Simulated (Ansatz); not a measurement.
**LaRe (CsCl-type structure)**

The computed numbers are results of r²SCAN, scalar-relativistic (no spin polarisation) in the plane-wave PAW code Ansatz at 500 eV, Γ-centred 10×10×10 mesh, 0.05 eV Gaussian smearing; PAW files: Ansatz's generated set soft_2.

```cif
data_structure
_symmetry_space_group_name_H-M 'P 1'
_symmetry_Int_Tables_number 1
_cell_length_a 3.5733
_cell_length_b 3.5733
_cell_length_c 3.5733
_cell_angle_alpha 90.000
_cell_angle_beta 90.000
_cell_angle_gamma 90.000
_cell_volume 45.63
loop_
_atom_site_label
_atom_site_type_symbol
_atom_site_fract_x
_atom_site_fract_y
_atom_site_fract_z
_atom_site_occupancy
La1 La 0.00000 0.00000 0.00000 1
Re1 Re 0.50000 0.50000 0.50000 1
```

The structure was built from a prototype; whether the compound forms in it isn't claimed.

The cell above was scaled in volume, its shape and atoms being fixed by the lattice's symmetry. Energies are counted from the cell above.

Cell and atoms are those of this level's equilibrium.

```tsv
V (Å³/atom)	ΔE (meV/atom)	P (GPa)
21.90	11.8	4.3
22.36	2.8	2.0
22.81	0.0	0.0
23.27	?	?
23.73	10.2	-3.4
24.41	29.2	-5.5
```

(1) Fill in the withheld row.

(2) What do the points give for the equilibrium volume, the bulk modulus and its pressure derivative (third-order Birch–Murnaghan)?

Answers:

(1) ΔE (meV/atom): 2.7, P (GPa): -1.8.

(2) V0 = 22.81 Å³/atom, B0 = 96 GPa, B0′ isn't fixed: the energies give 5.4, and a fit of the pressures differs by over 0.35.

B0·V0 = 96.1 GPa × 22.81 Å³ = 13.67 eV/atom sets the scale: near the minimum ΔE ≈ ½ B0 V0 x², with x = V/V0 − 1, and a pressure of 1.0 GPa squeezes the volume by about 1 %. At the ends of the curve: x = −4.0 % predicts 10.8 meV/atom and the run gives 11.8; x = +7.0 % predicts 33.7 meV/atom and the run gives 29.2. Compression costs more and expansion less than the parabola says, since the crystal stiffens as it shrinks; B0′ measures that.

Spin–orbit coupling, which matters for such heavy elements, is left out. The run is a metal.
